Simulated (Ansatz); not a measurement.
Level of theory: DFT PBE, scalar-relativistic, plane waves, PAW (Ansatz). Cutoff 420 eV, Γ-centred meshes of about 0.25 Å⁻¹ or finer for metals and 0.3 Å⁻¹ for insulators (2π included), Gaussian smearing. No spin polarisation.

Temperature and zero-point effects are left out.

Two forms of ScIn3N2 were relaxed alike.

A.

Space group P4mm (No. 99). a = 3.126 Å, b = 3.126 Å, c = 11.519 Å, α = 90.00°, β = 90.00°, γ = 90.00°
| atom | site | symmetry | x | y | z |
| --- | --- | --- | --- | --- | --- |
| Sc | 1b | 4mm | 0.5000 | 0.5000 | 0.0916 |
| In | 1a | 4mm | 0.0000 | 0.0000 | 0.5649 |
| In | 1a | 4mm | 0.0000 | 0.0000 | 0.3070 |
| In | 1b | 4mm | 0.5000 | 0.5000 | 0.8150 |
| N | 1a | 4mm | 0.0000 | 0.0000 | 0.1035 |
| N | 1b | 4mm | 0.5000 | 0.5000 | 0.6180 |

B.

Space group P-3m1 (No. 164). a = 3.305 Å, b = 3.305 Å, c = 11.317 Å, α = 90.00°, β = 90.00°, γ = 120.00°
```csv
atom,site,symmetry,x,y,z
Sc,1a,-3m.,0.0000,0.0000,0.0000
In,2d,3m.,0.6667,0.3333,0.2345
In,1b,-3m.,0.0000,0.0000,0.5000
N,2d,3m.,0.6667,0.3333,0.8915
```

Problem. Which form is favoured at zero pressure, and by what margin per atom?

Solution. B is lower, by 191 meV/atom. A has space group P4mm (No. 99), 18.8 Å³/atom and no gap on its mesh; B has space group P-3m1 (No. 164), 17.8 Å³/atom and no gap. Counting N atoms around In and Sc (those within 1.25 times the shortest such distance or 1.15 times the sum of covalent radii; a plus sign parts nearer from farther groups; the shortest distance is added where it is long for a bond; a slash parts the counts of unlike sites), A has Sc 4, In 1/4 and B has Sc 6, In 3/6+6 from 4.8 Å. The denser one is the lower, and pressure would at first widen the difference. In A, around Sc lie 4 N at 2.21 Å, 4 Sc at 3.13 Å and 5 In at 3.19–3.32 Å; In on its first site is surrounded by 4 N at 2.29 Å and 5 In at 2.97–3.13 Å; N on its first site has 4 Sc at 2.21 Å and 1 In at 2.34 Å; 3 more sites not described. In B, around Sc lie 6 N at 2.27 Å, 6 In at 3.27 Å and 6 Sc at 3.31 Å; In on a site of symmetry 3m has 3 N at 2.38 Å, 3 Sc at 3.27 Å, 6 In at 3.31 Å and 3 In at 3.56 Å; N has 3 Sc at 2.27 Å and 3 In at 2.38 Å; 1 more site not described. Both come from trial cells of a structure search, whose lowest cell (R-3m, 17.7 Å³/atom) lies 45 meV/atom below the lower of the two.

Trial moments fell under 0.15 μB along the way in P4mm and P-3m1; another start might hold them. With atoms moved at random, B (by 45 meV/atom) fell into a lower structure. A had no clear such test and can be a saddle point. Some structure types and database cells were kept out of the candidates from the start, so a known form may be missing.
